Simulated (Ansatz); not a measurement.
Theory: DFT PBE, scalar-relativistic, plane waves, PAW (Ansatz). All cells share a 420 eV cutoff and Γ-centred k meshes spaced at most about 0.3 Å⁻¹ (about 0.25 or finer for metals, 2π included). Collinear spin in cells that started with moments and kept them past the coarse steps, no spin elsewhere.

Temperature and zero-point effects are left out. All come from trial cells, and lower structures may exist.

**Question.** These unrelaxed guesses for Zr2Br are each relaxed within their symmetry. Order them by the energy at which they end, lowest first.
A.

```cif
data_structure
_symmetry_space_group_name_H-M 'C222'
_symmetry_Int_Tables_number 21
_cell_length_a 3.1065
_cell_length_b 5.3805
_cell_length_c 7.2855
_cell_angle_alpha 90.000
_cell_angle_beta 90.000
_cell_angle_gamma 90.000
_cell_volume 121.77
loop_
_atom_site_label
_atom_site_type_symbol
_atom_site_symmetry_multiplicity
_atom_site_Wyckoff_symbol
_atom_site_fract_x
_atom_site_fract_y
_atom_site_fract_z
_atom_site_occupancy
Zr1 Zr 4 k 0.25000 0.25000 0.34000 1
Br1 Br 2 a 0.00000 0.00000 0.00000 1
```

B.

```cif
data_structure
_symmetry_space_group_name_H-M 'P6/mmm'
_symmetry_Int_Tables_number 191
_cell_length_a 4.7064
_cell_length_b 4.7064
_cell_length_c 3.1591
_cell_angle_alpha 90.000
_cell_angle_beta 90.000
_cell_angle_gamma 120.000
_cell_volume 60.60
loop_
_atom_site_label
_atom_site_type_symbol
_atom_site_symmetry_multiplicity
_atom_site_Wyckoff_symbol
_atom_site_fract_x
_atom_site_fract_y
_atom_site_fract_z
_atom_site_occupancy
Zr1 Zr 2 d 0.33333 0.66667 0.50000 1
Br1 Br 1 a 0.00000 0.00000 0.00000 1
```

C.

```cif
data_structure
_symmetry_space_group_name_H-M 'P4/mmm'
_symmetry_Int_Tables_number 123
_cell_length_a 3.1062
_cell_length_b 3.1062
_cell_length_c 6.4393
_cell_angle_alpha 90.000
_cell_angle_beta 90.000
_cell_angle_gamma 90.000
_cell_volume 62.13
loop_
_atom_site_label
_atom_site_type_symbol
_atom_site_symmetry_multiplicity
_atom_site_Wyckoff_symbol
_atom_site_fract_x
_atom_site_fract_y
_atom_site_fract_z
_atom_site_occupancy
Zr1 Zr 2 h 0.50000 0.50000 0.28432 1
Br1 Br 1 a 0.00000 0.00000 0.00000 1
```

D.

```cif
data_structure
_symmetry_space_group_name_H-M 'Fm-3m'
_symmetry_Int_Tables_number 225
_cell_length_a 7.1360
_cell_length_b 7.1360
_cell_length_c 7.1360
_cell_angle_alpha 90.000
_cell_angle_beta 90.000
_cell_angle_gamma 90.000
_cell_volume 363.38
loop_
_atom_site_label
_atom_site_type_symbol
_atom_site_symmetry_multiplicity
_atom_site_Wyckoff_symbol
_atom_site_fract_x
_atom_site_fract_y
_atom_site_fract_z
_atom_site_occupancy
Zr1 Zr 8 c 0.25000 0.25000 0.75000 1
Br1 Br 4 a 0.00000 0.00000 0.00000 1
```

**Answer.** A (ends in P-4m2, 0 meV/atom), C (ends in P4/mmm, 0.65 eV/atom), D (ends in Fm-3m, anti-fluorite type, 0.68 eV/atom), B (ends in P6/mmm, 0.97 eV/atom).

In P-4m2, P4/mmm, Fm-3m an odd number of electrons in the primitive cell allows no gap without spin; a larger cell or a magnetic state could open one. Another magnetic order may lie lower. Cells relaxed within their symmetry can be saddle points. Some types were kept out of the candidates beforehand, so the set may lack a known form.
